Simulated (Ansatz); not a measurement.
What internal relaxation does to the elastic constants of TiAl₂

Theory: DFT LDA, scalar-relativistic, plane waves, PAW in Ansatz. Plane waves to 420 eV; Γ-centred k mesh 12×12×12; Fermi-Dirac smearing of 0.15 eV. No spin polarisation.

Relaxed structure:
```
Ti Al
1.0
    -1.94832    1.94832   11.96341
     1.94832   -1.94832   11.96341
     1.94832    1.94832  -11.96341
Ti Al
4 8
Direct
  0.67208 0.17208 0.50000
  0.92208 0.92208 0.00000
  0.82792 0.32792 0.50000
  0.07792 0.07792 0.00000
  0.41344 0.41344 0.00000
  0.25012 0.25012 0.00000
  0.74988 0.74988 0.00000
  0.33656 0.83656 0.50000
  0.16344 0.66344 0.50000
  0.49988 0.99988 0.50000
  0.00012 0.50012 0.50000
  0.58656 0.58656 0.00000
```

In a metal, frequencies and elastic constants depend on the k mesh and the smearing, soft modes and shear constants most.

Clamped-ion constants (GPa, Voigt order; atoms follow the strain homogeneously):
C11 = 215.5, C12 = 77.5, C13 = 67.9, C22 = 215.5, C23 = 67.9, C33 = 229.9, C44 = 99.9, C55 = 99.9, C66 = 107.9 GPa; the others vanish.

Q: What are the constants once the atoms relax in each strained cell?

A:
C11 = 213.4, C12 = 78.5, C13 = 66.9, C22 = 213.4, C23 = 66.9, C33 = 225.5, C44 = 95.5, C55 = 95.5, C66 = 107.9 GPa; the others vanish.
The Voigt shear modulus goes from 91.4 to 89.1 GPa and the Voigt bulk modulus from 120.8 to 119.6 GPa. Relaxation subtracts ΛᵀK⁻¹Λ/V, with Λ the forces that a strain puts on the atoms and K the zone-centre force constants. At a stable cell this can only lower the diagonal constants, and it acts only for strains that share their symmetry with an optical mode; elsewhere, and where the coupling is weak, the constants hardly move.

Cost: 2 runs of about 110 core-minutes in all, on Intel Xeon Processor @ 2.70GHz, Oxide Virtual Turin-like Processor (Zen 5) (shared hosts).